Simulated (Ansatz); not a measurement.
The cell below belongs to a search over invented structures; it isn't taken from experiment.

Input and command of a plane-wave DFT calculation in Ansatz:

```yaml
crystal:
  lattice:
    - [4.920772269, 0.0, 0.0]
    - [-2.4603861345, 4.2615137912, 0.0]
    - [0.0, 0.0, 3.1461005112]
  atoms:
    - { symbol: Te, position: [0.3333333333, 0.6666666667, 0.5] }
    - { symbol: Te, position: [0.6666666667, 0.3333333333, 0.5] }
    - { symbol: O, position: [0.0, 0.0, 0.0] }
basis:
  ecutwfc: 420
kpoints:
  mp_grid: { grid: [12, 12, 14] }
hamiltonian:
  xc: pbe
scf:
  occupations: { method: gaussian, width: 0.1 }
output:
  forces: true
  stress: true
  eigenvalues: true
  write_density: true
  write_potential: true
  elf: true
  volumetric_format: npy
relax:
  adjacent_minimum: "off"
  f_tol: 0.01
  max_steps: 80
  cell: { stress_tol: 0.05 }
```

```bash
ansatz run input.yaml --threads 1 --pin off --max-ram 2560MiB --backend cpu --events-out ev --progress --plain --runs-dir out
```

Processor: Intel(R) Xeon(R) Processor @ 2.50GHz (Skylake/Cascade Lake), 1 thread, on a host shared with other jobs.

Question: How long does it run, and how much memory does it take?

Answer: About 2.3 min, peak memory 0.51 GiB. It solves 23 bands at 152 k points (after reduction by symmetry) with about 1301 plane waves (on the last cell), in 31 SCF iterations over 5 ionic steps.
